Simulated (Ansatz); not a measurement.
Stability checks on a candidate for HfH

It was reached by relaxing an invented guess, and it needn't be the stable form of this composition.

Level of theory: DFT PBE, scalar-relativistic, plane waves, PAW in Ansatz 0.2.0. Cutoff 420 eV, Γ-centred 22×22×22 mesh (2-atom cell), Gaussian smearing of 0.10 eV, no spin polarisation.

```cif
data_structure
_symmetry_space_group_name_H-M 'Fm-3m'
_symmetry_Int_Tables_number 225
_cell_length_a 4.5432
_cell_length_b 4.5432
_cell_length_c 4.5432
_cell_angle_alpha 90.000
_cell_angle_beta 90.000
_cell_angle_gamma 90.000
_cell_volume 93.77
loop_
_atom_site_label
_atom_site_type_symbol
_atom_site_symmetry_multiplicity
_atom_site_Wyckoff_symbol
_atom_site_fract_x
_atom_site_fract_y
_atom_site_fract_z
_atom_site_occupancy
Hf1 Hf 4 a 0.00000 0.00000 0.00000 1
H1 H 4 b 0.50000 0.00000 0.00000 1
```

Energies over the elements count from the elements' standard structures at the same level (H₂ as a molecule), with no fitted energy shifts.

Q: These tests were run: energy against the elements; random kick, then relaxation without symmetry; phonons at Γ. What do they show?

A:

| test | result |
| --- | --- |
| energy against the elements | −0.23 eV/atom |
| random kick, then relaxation without symmetry | returns |
| phonons at Γ | lowest optical mode 706 cm⁻¹ |

It fails none of these tests. Other phases of the system weren't compared here, so this isn't yet thermodynamic stability. Phonons away from Γ weren't computed.

Spin–orbit coupling, which can matter for Hf, is left out. The cell is a metal run without spin; a magnetic state may lie lower. With hydrogen, zero-point motion can shift formation energies by some tens of meV/atom. The kick test ran on a coarse mesh. The run for the phonons used a 24×24×24 k mesh and Fermi–Dirac smearing of 0.15 eV.
